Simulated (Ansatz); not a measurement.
## H4NF: checking a database structure before trusting its electric field gradients

The cell is a structure deposited in the COD, atoms as given.

Space group P6_3mc (No. 186); a = 4.4389, c = 7.1635 Å, γ = 120.00°.

```
site  Wyckoff  site symmetry       x       y       z
  H1       6c            .m.  0.4400  0.5600  0.4210
  H7       2b            3m.  0.3333  0.6667  0.2170
   N       2b            3m.  0.3333  0.6667  0.3781
   F       2b            3m.  0.3333  0.6667  0.0000
```

One atom of each set is listed.

Computed with Ansatz: DFT, PBE, plane waves and PAW, scalar-relativistic, 420 eV cutoff, Γ-centred 5×5×3 k-points, Fermi–Dirac smearing 0.02 eV.

Question: Do the atoms and the cell lie near the calculated equilibrium?

Answer: No. The largest force is 12 eV/Å, on atom 9 (N: 4 H at 0.88–1.15 Å), and the pressure is 21.9 GPa, with principal stresses up to 33 GPa in size. Such values can come from a cell under pressure, imprecise or misplaced coordinates, missing atoms or a wrong setting of the space group; the run alone doesn't tell which, and gradients calculated on this entry can't be taken for those of the compound at ambient conditions.
